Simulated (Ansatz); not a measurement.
Ag (simple hexagonal, P6/mmm) at seven volumes, the program Ansatz at the PBEsol level (PAW), shape and atoms relaxed at each. One row is withheld.

```
V (Å³/atom)  P (GPa)
-----------  -------
16.479             ?
17.022          7.36
17.565          3.32
18.109          0.00
18.652         -2.73
19.195         -4.94
19.738         -6.75
```

Problem. Fit the shown pressures and predict the withheld one.

Solution. Third-order Birch–Murnaghan: P = (3/2)B₀(x^(7/2) − x^(5/2))[1 + (3/4)(B′ − 4)(x − 1)] with x = (V₀/V)^(2/3). Least squares on the six rows gives V₀ = 18.108 Å³/atom, B₀ = 99.96 GPa, B′ = 5.65. At V = 16.479, x = 1.0649 and P = 12.29 GPa. The run itself gave 12.28 GPa.

The start of the workflow was typed in or built on a structure type; neither database checked (COD, Materials Project) lists it. It is not the phase usual at ambient conditions (space group No. 225). The PBEsol relaxation kept the symmetry of its start. At this level the phase is mechanically unstable. The run is not spin-polarised.

Potentials: the earlier of the program's two PAW sets. The files were generated under PBE; for other functionals the program regenerates the frozen cores, and for LDA and PBEsol the local potential too.
